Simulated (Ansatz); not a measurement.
Input:

BN (h-BN type, space group P6_3/mmc)

```
CELL_PARAMETERS angstrom
      2.50644     0.00000     0.00000
     -1.25322     2.17064     0.00000
      0.00000     0.00000     6.61469
ATOMIC_POSITIONS crystal
  B  0.33333 0.66667 0.25000
  B  0.66667 0.33333 0.75000
  N  0.33333 0.66667 0.75000
  N  0.66667 0.33333 0.25000
```

In each cell atom 4 (N, nearest neighbour B at 1.447 Å; its periodic images, 2.5 Å or more away, move with it) moves by s·(-0.866, 0.500, 0.000) (towards the nearest neighbour), the rest being held.

Method: PBE-D3(BJ) (plane waves to 420 eV, PAW, scalar-relativistic; Ansatz, a program for electronic structure). k mesh 12×12×4 (Γ-centred), Fermi-Dirac smearing 0.05 eV. E stands for the smeared free energy. BN was relaxed with its symmetry unable to fall. The zero of ΔE is the undisplaced structure.

The scan covers s from -0.140 to 0.140 Å in 11 points.

Q: Is this a single well or a double well?

A: A single well with its minimum at or next to zero displacement.

Q: Is the energy the same for displacements of ±0.140 Å, and if not, which side lies higher?

A: Not even: the positive side lies higher at ±0.140 Å. With its periodic images moving along, the atom's site symmetry in this cell is -6m2.

Q: What force acts on the atom along the line at s = -0.140 Å?

A: 4.53 eV/Å.

Q: What is the force constant k = d²E/ds² of this move at s = 0?

A: 41.2 eV/Å².

(For displaced atoms, the force is minus the slope of the energy, and its curvature is a force constant, which sets phonon frequencies.)
